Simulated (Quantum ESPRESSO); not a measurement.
# Si11As3P: a curve over one atom's position

A calculation, not a measurement. The program is pw.x of Quantum ESPRESSO 7.5 (plane-wave density functional theory). The cell is made up: 15 atoms on a doubled zincblende/diamond lattice with one site empty, with randomly drawn elements, strain and displacements, not relaxed. PseudoDojo standard norm-conserving files (v0.5 for PBE, v0.4.1 for LDA and PBEsol) set the functional; there is no spin polarisation, spin-orbit coupling or dispersion term, and the masses in the input are unused placeholders. A spin-polarised start on this cell or one of its family kept no moment above 0.05 Bohr magneton at the same smearing; a narrower smearing was not tried.

Seven runs move atom 9 (Si, counted in the order of the input) along x and keep all else fixed.

Input of the run at +0.0132:

```
&control calculation='scf', pseudo_dir='./dojo.nc.sr.pbe.v0_5.standard.upf', outdir='./o', disk_io='low', tprnfor=.true., tstress=.true. /
&system ibrav=0, nat=15, ntyp=3, nbnd=57, ecutwfc=84.00895049, nosym=.true., tot_charge=0,
 occupations='smearing', smearing='fd', degauss=0.0073498644
/
&electrons conv_thr=7.350e-09, electron_maxstep=60, /
ATOMIC_SPECIES
As 1.0 As.upf
P 1.0 P.upf
Si 1.0 Si.upf
CELL_PARAMETERS angstrom
5.5264 0.0858 0.0358
0.0858 5.6683 -0.0441
0.0716 -0.0883 11.3907
ATOMIC_POSITIONS angstrom
Si -0.0798 -0.0542 -0.0023
Si -0.0274 2.9277 2.844
Si 2.7844 -0.0229 2.9674
Si 2.8521 2.9366 -0.0678
As 0.0724 -0.0271 5.7483
Si 0.17 2.7082 8.5231
Si 2.8373 0.0011 8.6252
Si 2.9294 2.8478 5.657
Si 1.3944 1.4504 1.4064
Si 1.5018 4.3517 4.2893
As 4.1643 1.4252 4.257
Si 4.206 4.2305 1.3697
Si 1.5497 4.2707 9.9962
As 4.2125 1.492 10.1003
P 4.1974 4.3109 7.108
K_POINTS automatic
6 6 4 1 1 1
```

```
shift of atom 9 along x (Å)  free energy less that of the input shown (eV)  Fx on atom 9 (eV/Å)  Fy on atom 9 (eV/Å)  Fz on atom 9 (eV/Å)  pressure (GPa)  iterations
                    -0.1527                                         0.1035                1.242                0.023                0.311           -2.99          14
                    -0.1065                                         0.0540                0.900                0.028                0.328           -3.04          14
                    -0.0853                                         0.0366                0.742                0.031                0.335           -3.06          14
                    -0.0606                                         0.0205                0.556                0.034                0.343           -3.08          14
                    +0.0132                                         0.0000                0.000                0.041                0.366           -3.12          14
                    +0.0591                                         0.0079               -0.345                0.044                0.378           -3.13          14
                    +0.1541                                         0.0741               -1.043                0.045                0.401           -3.10          14
```

A cubic fit gives dFx/dx = -7.54 eV/Å² at zero shift. Across the table the free energy follows the integral of the force to within 0.1 meV. A rerun of one of the cells at a cutoff of 1437 eV and k mesh 8 x 8 x 6 moved values by no more than 0.005 eV in energy, 0.02 GPa in stress and 0.007 eV/Å in force.